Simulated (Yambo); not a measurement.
Yambo input for CsScS₂O₈ (space group P321, No. 150) (a = b = 5.2468 Å, c = 8.8716 Å, α = β = 90.00°, γ = 120.00°), on PBEsol (Quantum ESPRESSO, PseudoDojo norm-conserving, 84 Ry, without SOC) wavefunctions on a 3×3×2 mesh:

```
optics
chi
dipoles
kernel
FFTGvecs= 40 Ry
Chimod= "HARTREE"
NGsBlkXd= 3 Ry
% QpntsRXd
 1 | 1 |
%
% BndsRnXd
 2 | 164 |
%
GrFnTpXd= "R"
% EnRngeXd
 0.0 | 20.0 | eV
%
% DmRngeXd
 0.2 | 0.2 | eV
%
CGrdSpXd= 50
ETStpsXd= 161
% LongDrXd
 0.0 | 0.0 | 1.0 |
%
```

First lines of the file o-*.eps_q1_inv_rpa_dyson:

```
Absorption @ Q(1):   0.00000000     0.00000000     1.00000000    [q->0 direction]
#
# [ X ] Hartree size     :  147
# [GEN] GF Energies     : Perdew, Burke & Ernzerhof SOL(X)+Perdew, Burke & Ernzerhof SOL(C)
# [GEN] Green`s Function     : Retarded
#
# [GEN] Gauge     : Length
# [GEN] [r,Vnl] included     : yes
#
#    E[1] [eV]     Im(eps)     Re(eps)     Im(eps_o)     Re(eps_o)
#
     0.000000     0.17582E-15     2.411003     0.88925E-18     2.826899
     0.125000     0.719022E-3     2.411227     0.001129     2.827250
     0.250000     0.001441     2.411900     0.002263     2.828306
     0.375000     0.002168     2.413024     0.003407     2.830070
     0.500000     0.002903     2.414603     0.004566     2.832551
     0.625000     0.003648     2.416642     0.005746     2.835760
     0.750000     0.004408     2.419151     0.006953     2.839711
     0.875000     0.005184     2.422138     0.008193     2.844423
     1.000000     0.005981     2.425614     0.009473     2.849918
     1.125000     0.006802     2.429594     0.010799     2.856223
     1.250000     0.007652     2.434093     0.012182     2.863369
     1.375000     0.008533     2.439130     0.013629     2.871394
     1.500000     0.009453     2.444727     0.015153     2.880340
     1.625000     0.010416     2.450909     0.016765     2.890258
     1.750000     0.011430     2.457704     0.018480     2.901207
     1.875000     0.012501     2.465146     0.020315     2.913254
     2.000000     0.013638     2.473272     0.022290     2.926479
     2.125000     0.014853     2.482127     0.024430     2.940974
     2.250000     0.016157     2.491761     0.026764     2.956848
     2.375000     0.017564     2.502233     0.029329     2.974229
     2.500000     0.019094     2.513611     0.032170     2.993269
     2.625000     0.020768     2.525975     0.035344     3.014151
     2.750000     0.022614     2.539422     0.038925     3.037095
     2.875000     0.024667     2.554063     0.043006     3.062368
     3.000000     0.026971     2.570036     0.047713     3.090302
     3.125000     0.029586     2.587505     0.053216     3.121308
     3.250000     0.032589     2.606676     0.059750     3.155910
     3.375000     0.036089     2.627802     0.067645     3.194781
     3.500000     0.040237     2.651209     0.077391     3.238805
     3.625000     0.045259     2.677314     0.089728     3.289164
     3.750000     0.051496     2.706671     0.105837     3.347475
     3.875000     0.059509     2.740018     0.127716     3.415969
     4.000000     0.070284     2.778326     0.158990     3.497686
```
(The file goes on to the top of the energy range.) Convergence of the RPA response with its 3×3×2 mesh was not tested.

Geometry of the Materials Project entry, not relaxed at this level.

The structure is a Materials Project entry; no match was found in the copy of COD used, and its stability was not checked.
